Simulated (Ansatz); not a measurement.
Geometry optimisation in Ansatz: input, command and trajectory.

```yaml
crystal:
  lattice:
    - [5.4501617038, -3.3900541294, -0.0053876125]
    - [5.4501617038, 3.3900541294, -0.0053876125]
    - [-3.3000989032, 0.0, 5.503798994]
  atoms:
    - { symbol: Ni, position: [0.3291390846, 0.8176863682, 0.1466002065] }
    - { symbol: Ni, position: [0.1823136318, 0.6708609154, 0.3533997935] }
    - { symbol: Ni, position: [0.6708609154, 0.1823136318, 0.8533997935] }
    - { symbol: Ni, position: [0.8176863682, 0.3291390846, 0.6466002065] }
    - { symbol: Ni, position: [0.0, 0.5, 0.5] }
    - { symbol: Ni, position: [0.5, 0.0, 0.0] }
    - { symbol: Ni, position: [0.2598457759, 0.0870873075, 0.5859362889] }
    - { symbol: Ni, position: [0.9129126925, 0.7401542241, 0.9140637111] }
    - { symbol: Ni, position: [0.7401542241, 0.9129126925, 0.4140637111] }
    - { symbol: Ni, position: [0.0870873075, 0.2598457759, 0.0859362889] }
    - { symbol: Ge, position: [0.104813088, 0.895186912, 0.75] }
    - { symbol: Ge, position: [0.895186912, 0.104813088, 0.25] }
    - { symbol: Ge, position: [0.4151592966, 0.2835172851, 0.4524038665] }
    - { symbol: Ge, position: [0.7164827149, 0.5848407034, 0.0475961335] }
    - { symbol: Ge, position: [0.5848407034, 0.7164827149, 0.5475961335] }
    - { symbol: Ge, position: [0.2835172851, 0.4151592966, 0.9524038665] }
basis:
  ecutwfc: 420
kpoints:
  mp_grid: { grid: [8, 8, 8] }
hamiltonian:
  xc: pbesol
scf:
  occupations: { method: gaussian, width: 0.1 }
output:
  forces: true
  stress: true
  eigenvalues: true
relax:
  adjacent_minimum: "off"
  f_tol: 0.01
  max_steps: 30
  cell: { stress_tol: 0.1, fix: [volume] }
```

```bash
ansatz run input.yaml --threads 4 --pin off --max-ram 10240MiB --backend cpu --events-out ev --progress --plain --runs-dir out
```

Level of theory: Ansatz, DFT PBEsol, scalar-relativistic, plane waves, PAW.

The volume is held at 1.06 times that of the relaxed cell.

Of 4 frames 3 are shown, positions in Å and forces in eV/Å; the SCF threshold varies from step to step. Steps run on the plane waves of an earlier cell, with a Pulay correction in the pressure. The basis is chosen afresh for the last frame, the zero of the energies, and at times for earlier ones too; energy and pressure can step there, also at an unchanged geometry. Where two frames share a geometry here, they differ by under 2 meV/atom and 0.3 GPa. Spin polarisation was left out; whether the Ni atoms would carry moments isn't shown by this run.

```xyz
16
Lattice="5.4502 -3.3901 -0.0054 5.4502 3.3901 -0.0054 -3.3001 0.0000 5.5038" Properties=species:S:1:pos:R:3:forces:R:3 pbc="T T T" step=1 free_energy_over_end_meV_per_atom=0.27 pressure_GPa=-9.48
Ni    5.7666    1.6562    0.8007   -0.0180   -0.0290   -0.0423
Ni    3.4837    1.6562    1.9404    0.0180   -0.0290    0.0423
Ni    1.8336   -1.6562    4.6923    0.0180    0.0290    0.0423
Ni    4.1165   -1.6562    3.5526   -0.0180    0.0290   -0.0423
Ni    1.0750    1.6950    2.7492    0.0000    0.0000    0.0000
Ni    2.7251   -1.6950   -0.0027    0.0000    0.0000    0.0000
Ni   -0.0428   -0.5857    3.2230    0.0178   -0.0027    0.0057
Ni    5.9930   -0.5857    5.0219   -0.0178   -0.0027   -0.0057
Ni    7.6430    0.5857    2.2700   -0.0178    0.0027   -0.0057
Ni    1.6072    0.5857    0.4711    0.0178    0.0027    0.0057
Ge    2.9751    2.6794    4.1225    0.0000    0.0531    0.0000
Ge    4.6251   -2.6794    1.3706    0.0000   -0.0531    0.0000
Ge    2.3149   -0.4463    2.4862   -0.0585   -0.0224   -0.0234
Ge    6.9354   -0.4463    0.2549    0.0585   -0.0224    0.0234
Ge    5.2853    0.4463    3.0068    0.0585    0.0224    0.0234
Ge    0.6649    0.4463    5.2381   -0.0585    0.0224   -0.0234
16
Lattice="5.4510 -3.3889 -0.0079 5.4510 3.3889 -0.0079 -3.3032 0.0000 5.5064" Properties=species:S:1:pos:R:3:forces:R:3 pbc="T T T" step=2 free_energy_over_end_meV_per_atom=0.10 pressure_GPa=-9.39
Ni    5.7659    1.6520    0.7943   -0.0140   -0.0177   -0.0277
Ni    3.4845    1.6520    1.9431    0.0140   -0.0177    0.0277
Ni    1.8330   -1.6520    4.6963    0.0140    0.0177    0.0277
Ni    4.1143   -1.6520    3.5475   -0.0140    0.0177   -0.0277
Ni    1.0739    1.6944    2.7492    0.0000    0.0000    0.0000
Ni    2.7255   -1.6944   -0.0040    0.0000    0.0000    0.0000
Ni   -0.0446   -0.5854    3.2243    0.0139   -0.0008    0.0027
Ni    5.9919   -0.5854    5.0194   -0.0139   -0.0008   -0.0027
Ni    7.6435    0.5854    2.2662   -0.0139    0.0008   -0.0027
Ni    1.6069    0.5854    0.4711    0.0139    0.0008    0.0027
Ge    2.9736    2.6824    4.1219    0.0000    0.0293    0.0000
Ge    4.6252   -2.6824    1.3687    0.0000   -0.0293    0.0000
Ge    2.3085   -0.4477    2.4845   -0.0333   -0.0129   -0.0108
Ge    6.9419   -0.4477    0.2528    0.0333   -0.0129    0.0108
Ge    5.2904    0.4477    3.0060    0.0333    0.0129    0.0108
Ge    0.6569    0.4477    5.2377   -0.0333    0.0129   -0.0108
16
Lattice="5.4522 -3.3868 -0.0127 5.4522 3.3868 -0.0127 -3.3087 0.0000 5.5114" Properties=species:S:1:pos:R:3:forces:R:3 pbc="T T T" step=4 free_energy_over_end_meV_per_atom=0.00 pressure_GPa=-9.25
Ni    5.7639    1.6458    0.7829   -0.0015    0.0017   -0.0036
Ni    3.4862    1.6458    1.9474    0.0015    0.0017    0.0036
Ni    1.8318   -1.6458    4.7031    0.0015   -0.0017    0.0036
Ni    4.1095   -1.6458    3.5386   -0.0015   -0.0017   -0.0036
Ni    1.0717    1.6934    2.7494    0.0000    0.0000    0.0000
Ni    2.7261   -1.6934   -0.0064    0.0000    0.0000    0.0000
Ni   -0.0467   -0.5848    3.2267    0.0050    0.0012   -0.0006
Ni    5.9880   -0.5848    5.0150   -0.0050    0.0012    0.0006
Ni    7.6423    0.5848    2.2593   -0.0050   -0.0012    0.0006
Ni    1.6077    0.5848    0.4710    0.0050   -0.0012   -0.0006
Ge    2.9706    2.6862    4.1208    0.0000   -0.0006    0.0000
Ge    4.6250   -2.6862    1.3651    0.0000    0.0006    0.0000
Ge    2.2989   -0.4495    2.4832   -0.0004    0.0017    0.0013
Ge    6.9511   -0.4495    0.2471    0.0004    0.0017   -0.0013
Ge    5.2968    0.4495    3.0028    0.0004   -0.0017   -0.0013
Ge    0.6445    0.4495    5.2389   -0.0004   -0.0017    0.0013
```

Time: 4.3 min on 4 threads of Oxide Virtual Turin-like Processor (Zen 5), on a shared host, peak memory 3.5 GiB.